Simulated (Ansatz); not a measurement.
Li2MoO3:
```
Li2MoO3
1.0
    1.67296    -0.05285     4.94165
    2.24454     4.39711     0.00000
   -4.93449     0.00000     0.00000
Li Mo O
4 2 6
Direct
  0.98690   0.80714   0.13982
  0.01310   0.19286   0.86018
  0.00000   0.50000   0.50000
  0.50000   0.50000   0.00000
  0.49662   0.86130   0.64199
  0.50338   0.13870   0.35801
  0.72686   0.14287   0.06288
  0.27314   0.85713   0.93712
  0.72330   0.49322   0.72304
  0.27670   0.50678   0.27696
  0.23309   0.17623   0.58729
  0.76691   0.82377   0.41271
```

Relaxed with r²SCAN.

Q: Map the valence electron density (e/Å³), cut off at 4 on the plane through (0.000, 0.500, 0.500) spanned by u = [1, -1, 0] and v = [1, 0, -1] in lattice vectors, from the program Ansatz at the r²SCAN level (PAW).

A: x is the fraction of u, y of v (the angle between them is 68°; rows are the nearest grid lines); atoms in the plane: Li at (0.00, 0.00), Li at (0.00, 0.50), Mo at (0.64, 0.86), Mo at (0.36, 0.14), O at (0.32, 0.91), O at (0.68, 0.09).
```
y \ x   0.000  0.0909  0.182  0.273  0.364  0.455  0.545  0.636  0.727  0.818  0.909   1.00
------  -----  ------  -----  -----  -----  -----  -----  -----  -----  -----  -----  -----
1.00     4.00   0.323  0.387   1.43  0.855  0.724  0.724  0.855   1.43  0.387  0.323   4.00
0.925   0.280   0.141  0.468   4.00   4.00  0.764   3.23   4.00  0.858  0.181  0.112  0.280
0.850   0.588   0.120  0.126   1.17   3.35  0.908   3.29   4.00   4.00  0.417  0.827  0.588
0.775    4.00   0.738  0.082  0.120  0.249  0.226  0.415   2.57   2.68  0.507   3.16   4.00
0.700    4.00    1.31  0.144   2.51   1.84  0.102  0.416  0.775  0.376  0.177  0.790   4.00
0.625   0.305   0.286  0.096  0.254   3.12  0.122  0.926   4.00   1.95  0.183  0.109  0.305
0.550    2.23   0.084  0.132  0.217  0.125  0.060  0.318   3.40   3.88  0.395  0.382   2.23
0.450    2.23   0.382  0.395   3.88   3.40  0.318  0.060  0.125  0.217  0.132  0.084   2.23
0.375   0.305   0.109  0.183   1.95   4.00  0.926  0.122   3.12  0.254  0.096  0.286  0.305
0.300    4.00   0.790  0.177  0.376  0.775  0.416  0.102   1.84   2.51  0.144   1.31   4.00
0.225    4.00    3.16  0.507   2.68   2.57  0.415  0.226  0.249  0.120  0.082  0.738   4.00
0.150   0.588   0.827  0.417   4.00   4.00   3.29  0.908   3.35   1.17  0.126  0.120  0.588
0.0750  0.280   0.112  0.181  0.858   4.00   3.23  0.764   4.00   4.00  0.468  0.141  0.280
0.000    4.00   0.323  0.387   1.43  0.855  0.724  0.724  0.855   1.43  0.387  0.323   4.00
```

The density is the valence pseudo-density with augmentation charge, so density and ELF within about 1 Å of a nucleus are not all-electron values.

Space group P-1. The first step of the workflow began from a Materials Project structure, measured or hypothetical; the Crystallography Open Database copy checked does not list it. Entries of such low symmetry are often ordered models of mixed-site phases. Its standing as an ambient phase is unchecked. Symmetry was held in the r²SCAN relaxation; whether a distortion lowers the energy is not shown. The run is not spin-polarised. No Hubbard U is applied.

Potentials: the later of the program's two PAW sets.
